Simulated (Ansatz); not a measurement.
ZnSnP2:
Space group I-42d (No. 122); a = 5.571 Å, b = 5.571 Å, c = 11.184 Å, α = 90.00°, β = 90.00°, γ = 90.00°

```json
[
 {"atom": "Zn", "site": "4a", "symmetry": "-4..", "x": "0.0000", "y": "0.0000", "z": "0.0000"},
 {"atom": "Sn", "site": "4b", "symmetry": "-4..", "x": "0.0000", "y": "0.0000", "z": "0.5000"},
 {"atom": "P", "site": "8d", "symmetry": ".2.", "x": "0.2500", "y": "0.2760", "z": "0.3750"}
]
```
(The calculation used a cell of 8 atoms; values per cell refer to that cell.)

Relaxed with LDA.

Problem. Which orbitals make up the states near the band edges in plane-wave PAW LDA (Ansatz code)?

Solution. Top 1 eV of the valence band: P 3p 83 %, Sn 5p 6 %. Bottom 1 eV of the conduction band: P 3p 38 %, Sn 5s 20 %, Sn 5p 17 %, P 3s 9 %, outside the projected shells 12 %. Projections are on Löwdin-orthogonalised atomic valence shells; empty p or d shells of many metals are not among them.

Problem. Tabulate the density of states.

Solution. States/eV per cell of 8 atoms, in 0.25 eV bins, energy from the valence-band maximum.

```csv
E (eV),total,P 3p,Zn 3d,Sn 5p
-7.85,1.48,0.43,0.38,0.02
-7.60,11.29,2.37,5.65,0.18
-7.35,3.00,0.43,2.10,0.02
-7.10,41.76,1.98,38.96,0.24
-6.85,22.42,0.48,21.20,0.17
-6.60,7.11,0.89,4.45,0.39
-6.35,3.08,0.73,1.17,0.21
-6.10,2.58,0.73,0.74,0.19
-5.85,1.99,0.59,0.48,0.12
-5.60,1.95,0.83,0.26,0.21
-5.35,2.71,1.42,0.18,0.28
-5.10,2.21,1.17,0.15,0.24
-4.85,1.96,1.01,0.14,0.22
-4.60,1.58,0.82,0.11,0.19
-4.35,1.14,0.62,0.06,0.15
-4.10,3.84,2.30,0.14,0.94
-3.85,4.94,3.01,0.17,1.22
-3.60,4.24,2.62,0.14,0.99
-3.35,5.05,3.23,0.15,1.13
-3.10,5.22,3.41,0.13,1.18
-2.85,5.17,3.47,0.13,1.03
-2.60,5.62,4.01,0.16,0.85
-2.35,4.61,3.31,0.13,0.70
-2.10,5.17,3.82,0.16,0.69
-1.85,5.63,4.33,0.18,0.57
-1.60,4.38,3.43,0.15,0.39
-1.35,4.56,3.62,0.17,0.36
-1.10,4.37,3.57,0.17,0.29
-0.85,3.25,2.66,0.13,0.21
-0.60,1.95,1.60,0.08,0.12
-0.35,1.16,0.98,0.05,0.06
-0.10,0.40,0.35,0.02,0.01
0.15,0.00,0.00,0.00,0.00
0.40,0.00,0.00,0.00,0.00
0.65,0.00,0.00,0.00,0.00
0.90,0.00,0.00,0.00,0.00
1.15,0.68,0.22,0.00,0.14
1.40,2.91,1.05,0.02,0.56
1.65,5.13,2.06,0.04,0.83
1.90,5.46,2.21,0.04,0.98
2.15,4.32,1.52,0.02,1.08
2.40,4.13,1.24,0.02,1.31
2.65,5.02,1.18,0.02,1.88
2.90,3.66,0.83,0.01,1.43
3.15,3.28,0.82,0.01,1.20
3.40,3.05,0.77,0.01,0.84
3.65,6.29,1.62,0.02,1.99
3.90,6.75,1.61,0.02,2.03
4.15,6.73,1.52,0.02,2.04
4.40,4.74,1.08,0.01,1.30
4.65,4.79,1.07,0.01,1.16
4.90,5.02,1.00,0.01,0.96
5.15,5.35,0.93,0.01,0.80
5.40,5.46,0.84,0.01,0.68
5.65,5.11,0.69,0.01,0.56
```

Symmetry was held in the LDA relaxation. Scalar-relativistic: spin–orbit coupling is off unless named, which matters more the heavier the elements.

Potentials: the later of the program's two PAW sets.
